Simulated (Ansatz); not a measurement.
Zr2SiB2 in space group P-6m2 (No. 187; Zr on 2h, Si on 1a, B on 1b, B on 1f) under volume change, plane-wave PAW PBE (Ansatz code), shape and atoms relaxed at each volume.

```
V (Å³/atom)  E − E(relaxed) (meV/atom)  P (GPa)
-----------  -------------------------  -------
12.495                               …        …
12.907                            29.0    11.87
13.319                             6.9     5.48
13.731                             0.0     0.00
14.143                             6.2    -4.70
14.555                               …        …
14.967                            50.5   -12.15
```

Question: Complete the blanks.

Answer: 
- 14.555, E − E(relaxed) (meV/atom): 23.6
- 14.555, P (GPa): -8.72
- 12.495, E − E(relaxed) (meV/atom): 68.8
- 12.495, P (GPa): 19.30

Question: What does a third-order Birch–Murnaghan fit give for V₀, B₀ and B′?

Answer: V₀ = 13.73 Å³/atom, B₀ = 169 GPa, B′ = 4.1.

The start of the workflow was typed in or built on a structure type; neither database checked (COD, Materials Project) lists it. Whether it is the stable phase at ambient conditions was not checked. The PBE relaxation kept the symmetry of its start; its stability against distortions is not shown here. The run is not spin-polarised.

Potentials: the earlier of the program's two PAW sets.
